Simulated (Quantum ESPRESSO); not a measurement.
## Ga2SiMgN4 (convergence and cost over cutoff and k mesh)

Simulated, not a measurement. The program is pw.x of Quantum ESPRESSO 7.5 (plane-wave density functional theory). The cell is made up: 8 atoms on a wurtzite lattice, with randomly drawn elements, strain and displacements, not relaxed. PseudoDojo standard norm-conserving files (v0.5 for PBE, v0.4.1 for LDA and PBEsol) set the functional; there is no spin polarisation, spin-orbit coupling or dispersion term, and the masses in the input are unused placeholders.

Input of the run in row 2:

```
&control calculation='scf', pseudo_dir='./dojo.nc.sr.pbe.v0_5.standard.upf', outdir='./o', disk_io='medium', tprnfor=.true., tstress=.true. /
&system ibrav=0, nat=8, ntyp=4, nbnd=36, ecutwfc=84.00895049, nosym=.true., tot_charge=0,
 occupations='smearing', smearing='fd', degauss=0.0018374661
/
&electrons conv_thr=7.350e-09, electron_maxstep=60, /
ATOMIC_SPECIES
Ga 1.0 Ga.upf
Mg 1.0 Mg.upf
N 1.0 N.upf
Si 1.0 Si.upf
CELL_PARAMETERS angstrom
3.0867 -0.0543 0.0296
-0.0941 5.5347 -0.0114
0.0484 -0.0107 5.207
ATOMIC_POSITIONS angstrom
Ga -0.0489 0.0517 0.0127
Ga 1.5604 2.8247 -0.0288
Si 1.4891 0.8128 2.5599
Mg -0.0482 3.5783 2.6229
N 0.0677 0.0267 1.8404
N 1.6295 2.6918 1.9135
N 1.4736 0.962 4.6107
N -0.1026 3.7001 4.5895
K_POINTS automatic
6 4 4 1 1 1
```

The same cell was run at these settings. Meshes are shifted by half a step, and differences are from the last row, which is itself not exact.

| cutoff (eV) | k mesh | k points solved | threshold (eV) | free energy less the last row's (eV) | pressure (GPa) | largest stress difference (GPa) | largest force difference (eV/Å) | iterations | wall time (s) | k-point pools | processor |
| --- | --- | --- | --- | --- | --- | --- | --- | --- | --- | --- | --- |
| 800 | 2 x 2 x 2 | 4 | 1e-04 | 1.843 | -35.47 | 49.53 | 0.332 | 9 | 20 | 1 | AMD EPYC, Zen 5 class |
| 1143 | 6 x 4 x 4 | 48 | 1e-07 | 0.000 | 9.89 | 0.03 | 0.004 | 13 | 388 | 1 | AMD EPYC, Zen 5 class |
| 1437 | 8 x 6 x 6 | 144 | 1e-07 | 0.000 | 9.87 | 0.00 | 0.000 | 13 | 1531 | 1 | AMD EPYC, Zen 5 class |

Each pool is one process. Wall times include start-up and a band step at six k points, which weighs most on the coarsest meshes. The runs were on shared virtual cores whose load varied, so times are rough.